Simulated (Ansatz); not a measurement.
Sr₃SbP: two-dimensional strain map

Theory: DFT PBEsol, scalar-relativistic, plane waves, PAW in Ansatz. Cutoff 420 eV, Γ-centred 6×6×6 k-points, Gaussian smearing of 0.03 eV. No spin polarisation. Energies are free energies at this smearing, counted from the undisturbed cell; pressure is positive in compression.

The undisturbed cell (as given, not relaxed at this level; it stands at -1.3 GPa, and it needn't be the usual structure):

```
CELL_PARAMETERS angstrom
5.74000 0.00000 0.00000
0.00000 5.74000 0.00000
0.00000 0.00000 5.74000
ATOMIC_POSITIONS crystal
Sr 0.00000 0.50000 0.50000
Sr 0.50000 0.00000 0.50000
Sr 0.50000 0.50000 0.00000
Sb 0.00000 0.00000 0.00000
P 0.50000 0.50000 0.50000
```

The cell is strained by p along both x and y and by q along z, fractional coordinates fixed. Points are written (p, q).

Energy above the undisturbed cell in meV/atom (a dash: not computed):

```
 p \ q  -0.030  0.000  0.030
-0.030     2.4      ?   15.7
 0.000    -0.2    0.0      ?
 0.030    33.2   35.3      –
```

Q: Fill in the withheld energies.

A: (-0.030, 0.000): 0.6; (0.000, 0.030): 17.2.